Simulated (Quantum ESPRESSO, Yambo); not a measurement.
# MgO: DFT and GW levels

```
CELL_PARAMETERS angstrom
      0.00000     2.09700     2.09700
      2.09700     0.00000     2.09700
      2.09700     2.09700     0.00000
ATOMIC_POSITIONS crystal
  O  0.50000 0.50000 0.50000
  Mg 0.00000 0.00000 0.00000
```

The geometry is that of Materials Project entry mp-1265, symmetrised and not relaxed again.

Starting point: PBE (Quantum ESPRESSO, PseudoDojo norm-conserving, 84 Ry, scalar-relativistic). G0W0 in Yambo: 6×6×6 Γ-centred k mesh, bands 2 to 71 and a 14 Ry block in the screening, 71 bands in G with the Bruneval-Gonze terminator, plasmon pole fitted at 27.2 eV.

```yaml
PBE gap along the band path: 4.90 eV
PBE gap between the mesh's edge points (Γ → Γ): 4.90 eV
G0W0 gap between the same points: 7.26 eV
```

```json
[
 {"k point": "Γ", "band": "VB", "E PBE (eV)": "0.00", "E QP (eV)": "-1.43", "shift (eV)": "-1.43", "Z": "0.80"},
 {"k point": "Γ", "band": "CB", "E PBE (eV)": "4.90", "E QP (eV)": "5.83", "shift (eV)": "0.93", "Z": "0.85"},
 {"k point": "L", "band": "VB", "E PBE (eV)": "-0.65", "E QP (eV)": "-2.21", "shift (eV)": "-1.56", "Z": "0.80"},
 {"k point": "L", "band": "CB", "E PBE (eV)": "8.02", "E QP (eV)": "9.09", "shift (eV)": "1.07", "Z": "0.86"},
 {"k point": "X", "band": "VB", "E PBE (eV)": "-1.35", "E QP (eV)": "-3.00", "shift (eV)": "-1.65", "Z": "0.80"},
 {"k point": "X", "band": "CB", "E PBE (eV)": "9.24", "E QP (eV)": "10.11", "shift (eV)": "0.87", "Z": "0.87"}
]
```

Energies count from the PBE valence-band maximum.

Nearest settings tried, and what they do to the gap: 25 bands in W, 25 bands in G: +63 meV; 33 bands in W: -6 meV; 11 Ry block (89 vectors against 137): -79 meV. Not varied: mesh. So the settings aren't converged at that level.
